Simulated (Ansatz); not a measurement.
Mg₂C₃: 25Mg NMR of the central transition

Cell: a COD entry whose atoms were relaxed with PBE, the cell held.

```xyz
5
Lattice="2.4155 -2.3500 0.0000 2.4155 2.3500 0.0000 -1.2271 0.0000 4.8333" Properties=species:S:1:pos:R:3 pbc="T T T"
Mg    3.6666    0.0000    0.9639
Mg   -0.0627    0.0000    3.8694
C     1.1267    0.0000    1.2716
C     2.4772    0.0000    3.5617
C     1.8020    0.0000    2.4166
```

Sites (sets of like atoms) are named by element and the number of their first atom in this list.

All values are calculated (Ansatz; DFT, PBE, plane waves and PAW, scalar-relativistic, 420 eV cutoff, Γ-centred 9×9×6 k-points, Fermi–Dirac smearing 0.05 eV), not measured.

25Mg has I = 5/2 and Q = 199.4 mb (Pyykkö 2018); at 18.8 T its Larmor frequency is ν₀ = 49.0 MHz. Only the quadrupole interaction is simulated: positions count from each site's isotropic chemical shift, and J coupling is left out, as are shift anisotropy and dipolar coupling, which fast spinning averages.

**Question.** Give C_Q, η, the quadrupolar product P_Q = |C_Q|(1 + η²/3)^½, the second-order isotropic shift and the breadth of the pattern (fast magic-angle spinning) for each Mg site.

**Answer.** 

| site | first shell | C_Q (MHz) | η | P_Q (MHz) | δ_QIS (ppm) | breadth (kHz) |
| --- | --- | --- | --- | --- | --- | --- |
| Mg | 9 C at 2.24–2.86 Å; also 5 Mg at 3.02–3.16 Å | 3.39 | 0.46 | 3.51 | -30.8 | 3.50 |

δ_QIS = −(ν_Q²/30ν₀²)[I(I+1) − 3/4](1 + η²/3) × 10⁶ ppm with ν_Q = 3|C_Q|/[2I(2I−1)]; it falls as 1/B₀² in ppm, and the breadth as 1/B₀ in kHz.
